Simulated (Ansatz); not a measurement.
MgO:
```
CELL_PARAMETERS angstrom
      0.00000     2.10371     2.10371
      2.10371     0.00000     2.10371
      2.10371     2.10371     0.00000
ATOMIC_POSITIONS crystal
  Mg 0.50000 0.50000 0.50000
  O  0.00000 0.00000 0.00000
```

Relaxed with r²SCAN.

### Question
Give the Bader charges and basin volumes of the independent atoms, r²SCAN (plane waves, PAW; program Ansatz).

### Answer


```
atom  Bader charge (e)  Bader volume (Å³)
----  ----------------  -----------------
Mg1              +1.74                4.5
O2               -1.74               14.2
```

Space group Fm-3m (rock salt). The r²SCAN relaxation kept the symmetry of its start. The volume moved by -16 % from the start of the relaxation.

Potentials: the earlier of the program's two PAW sets.
